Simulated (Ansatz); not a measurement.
# Magnetic orders of CoO

Level of theory: DFT PBEsol+U, scalar-relativistic, plane waves, PAW (Ansatz 0.2.0).

```yaml
crystal:
  lattice:
    - [2.57246, 0.00000, 0.00000]
    - [0.00000, 2.57246, 0.00000]
    - [0.00000, 0.00000, 2.57246]
  atoms:
    - { symbol: Co, position: [0.00000, 0.00000, 0.00000] }
    - { symbol: O, position: [0.50000, 0.50000, 0.50000] }
```

| Item | Value |
| --- | --- |
| plane-wave cutoff | 420 eV |
| Γ-centred k-mesh | 16×16×16 |
| occupation rule | Gaussian smearing, 0.05 eV |
| U_eff on Löwdin-orthogonalised atomic d orbitals | Co 1 eV |
| list of starting moments (μB, in atom order) | 3 0 |
| check for lower electronic states after the SCF | on |

All runs keep this geometry, which isn't relaxed for the lowest state (largest force there 0.000 eV/Å, pressure 1.9 GPa) and needn't be a stable compound; relaxing each order would shift the differences by some 8 meV/atom, going by the pressures and a bulk modulus of about 150 GPa. A propagation vector, in units of the reciprocal vectors, doubles the cell, which takes an equally dense mesh. Site moments are spin moments in atom-centred spheres that scale with the neighbour distance. The states are those that the runs reached from these starts; a lower one can exist.

Task: Starts tried: ferromagnetic; antiferromagnetic, doubled cell, propagation vector (0, 0, 1/2). Which state comes out lowest, and what are the moments?

Result: The lowest state is antiferromagnetic, reached from the start “antiferromagnetic, doubled cell, propagation vector (0, 0, 1/2)”, with site moments (μB) Co +2.33, Co -2.33.

```tsv
start	ends	energy above lowest (meV/atom)	site moments (μB)	gap on mesh (eV)	P (GPa)
ferromagnetic	ferromagnetic	112	Co +2.50, O +0.42	metal	7.0
antiferromagnetic, doubled cell, propagation vector (0, 0, 1/2)	antiferromagnetic	0.00	Co +2.33, Co -2.33	0.41	1.9
```

Cost: 2 runs of about 1.8 core-minutes in all, on Arm Neoverse V1 (shared hosts).